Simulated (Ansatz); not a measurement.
Take a crystal in which As has been replaced by Sb on all its sites, with the cell rescaled by a rough guess (in some cases also distorted within its space group) and nothing relaxed:

```
H Sb N O
1.0
    -4.30534    4.30534    3.98207
     4.30534   -4.30534    3.98207
     4.30534    4.30534   -3.98207
H Sb N O
16 2 2 8
Direct
  0.33031 0.42872 0.90141
  0.52731 0.42889 0.09859
  0.57111 0.66970 0.09841
  0.41969 0.82111 0.59841
  0.57128 0.47269 0.90159
  0.22270 0.82128 0.40159
  0.17889 0.77731 0.59859
  0.17872 0.58030 0.40141
  0.25359 0.89862 0.92927
  0.96935 0.32432 0.07073
  0.67568 0.74641 0.64504
  0.49641 0.92568 0.14504
  0.10138 0.03064 0.35496
  0.78065 0.35138 0.85496
  0.07432 0.21935 0.57073
  0.64862 0.50359 0.42927
  0.75000 0.25000 0.50000
  0.00000 0.00000 0.00000
  0.25000 0.75000 0.50000
  0.50000 0.50000 0.00000
  0.06440 0.32642 0.67549
  0.65092 0.38891 0.32451
  0.61109 0.93560 0.26201
  0.68560 0.86109 0.76201
  0.67358 0.34908 0.73799
  0.09908 0.92358 0.23799
  0.13891 0.90092 0.82451
  0.07642 0.31440 0.17549
```

The calculation used DFT PBE+D3(BJ), scalar-relativistic, plane waves, PAW (Ansatz 0.2.0).

Plane waves to 420 eV, a k mesh through Γ of 6×6×6 on the computed 28-atom cell and Gaussian smearing (0.02 eV); no spin polarisation.

Will this cell want to expand or contract, and how hard?

The pressure is 12.4 GPa (positive in compression), so the cell would expand.

Is it a metal on this mesh?

No: the gap is 1.70 eV, the least direct gap 1.81 eV.

Spin-orbit coupling is left out, which matters for the bands of heavy elements.

Cost: 1 run of about 1.8 core-minutes, on Arm Neoverse N1 (shared hosts).